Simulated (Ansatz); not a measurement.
CrBrO: input and output

The input, for Ansatz 0.2.0 (plane waves, PAW):

```yaml
crystal:
  lattice:
    - [3.92144, 0.0, 0.0]
    - [0.0, 3.423479, 0.0]
    - [0.0, 0.0, 8.205975]
  atoms:
    - { symbol: Cr, position: [0.0, 0.5, 0.1148], spin: 3, spin_axis: [1.0, 0.0, 0.0] }
    - { symbol: Cr, position: [0.5, 0.0, 0.8852], spin: 3, spin_axis: [-0.5, 0.86602, 0.0] }
    - { symbol: Br, position: [0.0, 0.0, 0.3279] }
    - { symbol: Br, position: [0.5, 0.5, 0.6721] }
    - { symbol: O, position: [0.0, 0.0, 0.9542] }
    - { symbol: O, position: [0.5, 0.5, 0.0458] }
kpoints:
  mp_grid: { grid: [5, 5, 3], shift: [0, 0, 0] }
  band_path:
    path:
      - [0.0, 0.0, 0.0]
      - [0.0, 0.5, 0.0]
      - [-0.5, 0.5, 0.0]
      - [-0.5, 0.0, 0.0]
      - [0.0, 0.0, 0.0]
      - [0.0, 0.0, 0.5]
      - [0.0, 0.5, 0.5]
      - [-0.5, 0.5, 0.5]
      - [-0.5, 0.0, 0.5]
      - [0.0, 0.0, 0.5]
      - [0.0, 0.5, 0.0]
    npoints: 6
magnetization:
  noncollinear: true
  spin_orbit: false
scf:
  occupations: { method: fermi_dirac }
  lower_state_search: "off"
  max_iter: 200
hamiltonian:
  pseudopotentials: { kind: paw }
  xc: pbesol
basis:
  ecutwfc: 420
  fft_grid_basis: typed
output:
  forces: true
  stress: true
  eigenvalues: true
  bader: true
  populations: true
  elf: true
  write_potential: true
  volumetric_format: npy
  dos:
    e_range: [-12, 8]
    de: 0.05
    projected: { site_lists: { Br: [Br], Cr: [Cr], O: [O] } }
    method: { smearing: { sigma: 0.1, scheme: gaussian } }
checkpoint:
  read: saved_state
```

The saved state is an earlier solution for the same cell, perhaps on another mesh. Magnetic state (reached from a saved solution, and it need not be the lowest): Cr1 along (0.50, 0.87, 0.00), Cr2 along (0.50, 0.87, 0.00).

Parts of the output:

```
SCF iter   1: F=—  Δρ=6.30e-3  dr2=3.32e-3  dr2_m=8.02e-3  |M|=6.00e0 ∫|m|=6.45e0 μB mc-row=1.9e-4 uncertified=9
SCF iter   2: F=—  Δρ=4.47e-3  dr2=1.57e-3  dr2_m=3.95e-3  |M|=6.00e0 ∫|m|=6.45e0 μB mc-row=0.0e0 uncertified=1
SCF iter   3: F=—  Δρ=2.24e-3  dr2=1.17e-4  dr2_m=1.90e-3  |M|=6.00e0 ∫|m|=6.44e0 μB mc-row=0.0e0
SCF iter   4: F=—  Δρ=1.57e-3  dr2=1.84e-5  dr2_m=9.31e-4  |M|=6.00e0 ∫|m|=6.44e0 μB mc-row=0.0e0
SCF iter   5: F=—  Δρ=4.82e-4  dr2=4.50e-6  dr2_m=7.85e-5  |M|=6.00e0 ∫|m|=6.45e0 μB mc-row=0.0e0
SCF iter   6: F=—  Δρ=3.38e-4  dr2=2.55e-6  dr2_m=3.84e-5  |M|=6.00e0 ∫|m|=6.45e0 μB mc-row=0.0e0
SCF iter   7: F=—  Δρ=2.37e-4  dr2=1.00e-6  dr2_m=1.89e-5  |M|=6.00e0 ∫|m|=6.45e0 μB mc-row=0.0e0
SCF iter   8: F=—  Δρ=1.66e-4  dr2=6.41e-7  dr2_m=9.31e-6  |M|=6.00e0 ∫|m|=6.45e0 μB mc-row=0.0e0
SCF iter   9: F=—  Δρ=1.63e-5  dr2=4.69e-7  dr2_m=1.55e-8  |M|=6.00e0 ∫|m|=6.45e0 μB mc-row=0.0e0
SCF iter  10: F=—  Δρ=5.06e-6  dr2=1.36e-7  dr2_m=7.77e-9  |M|=6.00e0 ∫|m|=6.45e0 μB mc-row=0.0e0
SCF iter  11: F=-13295.6587 eV  Δρ=4.48e-6  dr2=6.55e-8  dr2_m=6.95e-9  |M|=6.00e0 ∫|m|=6.45e0 μB mc-row=0.0e0
Magnetization: |M| = 6.0000 μB,  M = (+3.0000, +5.1961,  0.0000) μB
Absolute magnetization: 6.4418 μB (∫|m|, with the PAW one-centre terms)
  site 0: m = (+1.2515, +2.1595,  0.0000) μB, |m| = 2.4960 μB  (R = 0.84 Å)
  site 1: m = (+1.2445, +2.1636,  0.0000) μB, |m| = 2.4960 μB  (R = 0.84 Å)
  site 2: m = (-0.0105, -0.0182,  0.0000) μB, |m| = 0.0210 μB  (R = 1.01 Å)
  site 3: m = (-0.0105, -0.0182,  0.0000) μB, |m| = 0.0210 μB  (R = 1.01 Å)
  site 4: m = (-0.0229, -0.0397,  0.0000) μB, |m| = 0.0458 μB  (R = 0.84 Å)
  site 5: m = (-0.0229, -0.0397,  0.0000) μB, |m| = 0.0458 μB  (R = 0.84 Å)
Free energy (F): -13295.6587 eV
Harris-Foulkes:  -13295.6587 eV  (|F-HF|=3.92e-8)
Internal energy: -13295.6376 eV  (E = F + TS)
E sigma→0 (E₀):  -13295.6482 eV
Entropy (-TS):   -0.0211 eV (-3.512 meV/atom)
Fermi energy:    6.9303 eV
--- Stress (GPa, compression-positive) ---
       -9.9938       0.0000       0.0000
        0.0000      -8.6461       0.0000
        0.0000       0.0000      -5.5268
  P = ⅓ Tr σ = -8.0556 GPa (-80.556 kbar)
--- Löwdin populations: 6 sites ---
  site symbol       q [e]
     0     Cr     12.9563
     1     Cr     12.9563
     2     Br      7.1562
     3     Br      7.1562
     4      O      6.7413
     5      O      6.7413
  spilling = 0.0054 (of n_electrons = 54.0000)
```

Origin: a known structure type with other elements, at an estimated volume, so it need not be a known compound. Caveats: the k mesh is coarse if the cell is a metal; atoms or cell far from equilibrium.
